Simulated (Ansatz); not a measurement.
MoRu:
```cif
data_MoRu
_chemical_formula_sum 'Mo1 Ru1'
_space_group_name_H-M_alt 'P-6m2'
_space_group_IT_number 187
_space_group_name_Hall 'P -6 2'
_cell_length_a 2.72328
_cell_length_b 2.72328
_cell_length_c 4.37407
_cell_angle_alpha 90.000
_cell_angle_beta 90.000
_cell_angle_gamma 120.000
loop_
_atom_site_label
_atom_site_type_symbol
_atom_site_symmetry_multiplicity
_atom_site_Wyckoff_symbol
_atom_site_fract_x
_atom_site_fract_y
_atom_site_fract_z
_atom_site_occupancy
Mo1 Mo 1 e 0.66667 0.33333 0.00000 1
Ru1 Ru 1 d 0.33333 0.66667 0.50000 1
```

Relaxed with LDA.

Question: Which orbitals make up the states near the Fermi level in DFT-LDA in the program Ansatz with PAW potentials?

Answer: Within 0.5 eV of the Fermi level: Mo 4d 49 %, Ru 4d 40 %. Projections are on Löwdin-orthogonalised atomic valence shells; empty p or d shells of many metals are not among them.

Question: Tabulate the density of states.

Answer: States/eV per cell of 2 atoms, in 0.25 eV bins, energy from the Fermi level.

```tsv
E (eV)	total	Ru 4d	Mo 4d	Ru 5s
-7.55	0.00	0.00	0.00	0.00
-7.30	0.03	0.00	0.00	0.01
-7.05	0.07	0.00	0.00	0.03
-6.80	0.10	0.00	0.00	0.04
-6.55	0.12	0.00	0.00	0.06
-6.30	0.15	0.00	0.00	0.07
-6.05	0.19	0.01	0.01	0.09
-5.80	0.30	0.05	0.03	0.11
-5.55	1.11	0.46	0.33	0.18
-5.30	2.08	0.92	0.66	0.26
-5.05	2.57	1.18	0.89	0.25
-4.80	3.06	1.48	1.13	0.21
-4.55	2.70	1.37	0.97	0.12
-4.30	2.19	1.16	0.74	0.07
-4.05	1.91	1.04	0.67	0.07
-3.80	2.73	1.51	0.97	0.11
-3.55	2.81	1.60	0.95	0.13
-3.30	1.85	1.03	0.70	0.05
-3.05	2.39	1.24	1.00	0.05
-2.80	2.79	1.41	1.15	0.08
-2.55	1.39	0.78	0.48	0.06
-2.30	2.55	1.64	0.73	0.07
-2.05	2.98	1.81	0.95	0.10
-1.80	2.30	1.38	0.77	0.06
-1.55	2.02	1.11	0.78	0.05
-1.30	3.99	2.05	1.73	0.07
-1.05	2.56	1.35	1.03	0.05
-0.80	2.93	1.58	1.14	0.05
-0.55	2.84	1.24	1.32	0.07
-0.30	2.01	0.83	0.94	0.06
-0.05	1.80	0.72	0.88	0.05
0.20	1.59	0.61	0.80	0.04
0.45	1.59	0.61	0.81	0.04
0.70	1.60	0.62	0.81	0.03
0.95	1.56	0.62	0.80	0.03
1.20	1.52	0.63	0.77	0.02
1.45	1.51	0.64	0.75	0.02
1.70	1.45	0.61	0.71	0.02
1.95	1.71	0.77	0.82	0.02
2.20	2.23	0.92	1.19	0.03
2.45	1.98	0.79	1.06	0.04
2.70	1.86	0.58	1.12	0.05
2.95	2.33	0.71	1.47	0.05
3.20	2.90	0.86	1.86	0.08
3.45	2.31	0.65	1.45	0.09
3.70	1.10	0.22	0.67	0.09
3.95	0.70	0.10	0.41	0.09
4.20	0.64	0.07	0.37	0.09
4.45	0.69	0.07	0.39	0.10
4.70	0.74	0.06	0.41	0.11
```

The first step of the workflow began from a Materials Project structure, measured or hypothetical; the Crystallography Open Database copy checked does not list it. With Mo and Ru taken as one species the cell has the higher symmetry P6_3/mmc, so it may be an ordered model of a mixed-site phase. Its standing as an ambient phase is unchecked. Symmetry was held in the LDA relaxation; of distortions, only those at the zone centre were tested. No spin polarisation was allowed. Spin–orbit coupling is left out wherever it is not named.

Potentials: the later of the program's two PAW sets.
